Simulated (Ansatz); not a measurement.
CaO$_{2}$:
```yaml
crystal:
  lattice:
    - [-1.62328, 1.62328, 3.37932]
    - [1.62328, -1.62328, 3.37932]
    - [1.62328, 1.62328, -3.37932]
  atoms:
    - { symbol: Ca, position: [0.50000, 0.50000, 0.00000] }
    - { symbol: O, position: [0.88984, 0.88984, 0.00000] }
    - { symbol: O, position: [0.11016, 0.11016, 0.00000] }
```

Tensor components refer to the Cartesian frame of this cell.

Give the high-frequency dielectric tensor and the Born effective charge tensors of the independent atoms from DFPT, the program Ansatz at the PBEsol level (PAW).


ε∞:
```
3.44  0.00  0.00
0.00  3.44  0.00
0.00  0.00  3.55
```
Z* of atom 1 (Ca), rows: field, columns: displacement, in e:
```
2.70  0.00  0.00
0.00  2.70  0.00
0.00  0.00  2.34
```
Z* of atom 2 (O), rows: field, columns: displacement, in e:
```
-1.35   0.00   0.00
 0.00  -1.35   0.00
 0.00   0.00  -1.17
```

Space group I4/mmm. The workflow started from a Materials Project entry (that database holds measured and hypothetical structures alike); the Crystallography Open Database copy checked does not list it. Whether it is the stable phase at ambient conditions was not checked. Symmetry was held in the PBEsol relaxation. At this level the phase is dynamically unstable (imaginary phonons).

Potentials: the later of the program's two PAW sets.
